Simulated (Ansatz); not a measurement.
## SrAl$_{2}$H$_{2}$: do energies and stresses tell the same story?

These are results of Ansatz, DFT r2SCAN, scalar-relativistic, plane waves, PAW, not measurements.

Cutoff 500 eV; k points 9×9×8 on the computed 5-atom cell (Γ-centred); Gaussian smearing, width 0.10 eV; no spin polarisation.

Relaxed cell: P-3m1, a = 4.521 Å, b = 4.521 Å, c = 4.767 Å, α = 90.00°, β = 90.00°, γ = 120.00°, 5 atoms in the primitive cell. Whether it is the stable form of this composition wasn't checked.

Energies at zero smearing and pressures from the stress tensor, at volumes with shape and atoms relaxed:
| V (Å³/atom) | E − E(first) (meV/atom) | P (GPa) |
| --- | --- | --- |
| 15.865 | 0.00 | 2.87 |
| 16.372 | -6.61 | 1.35 |
| 16.878 | -8.70 | 0.00 |
| 17.384 | -6.79 | -1.19 |
| 17.891 | -1.35 | -2.23 |

Question: Check P = −dE/dV between neighbouring volumes, and get the bulk modulus from the pressures alone.

Answer: With 1 eV/Å³ = 160.2 GPa:
```tsv
middle V (Å³/atom)	−ΔE/ΔV (GPa)	mean P (GPa)
16.118	2.093	2.110
16.625	0.660	0.677
17.131	-0.606	-0.592
17.637	-1.721	-1.710
```

The two differ by 0.02 GPa at most. The mean of two end pressures misses the average over a step by about ΔV² P″/12, up to 0.01 GPa here; with that taken off 0.00 GPa remains. Around V = 16.878 Å³/atom, the two neighbours give B = −V ΔP/ΔV = 16.878 × 2.54 / 1.013 = 42.3 GPa, against B0 = 42.1 GPa from the Birch–Murnaghan fit of the energies.

Cost: 6 runs of about 9.8 core-minutes in all, on Intel Xeon Platinum 8259CL (Skylake/Cascade Lake) (shared hosts).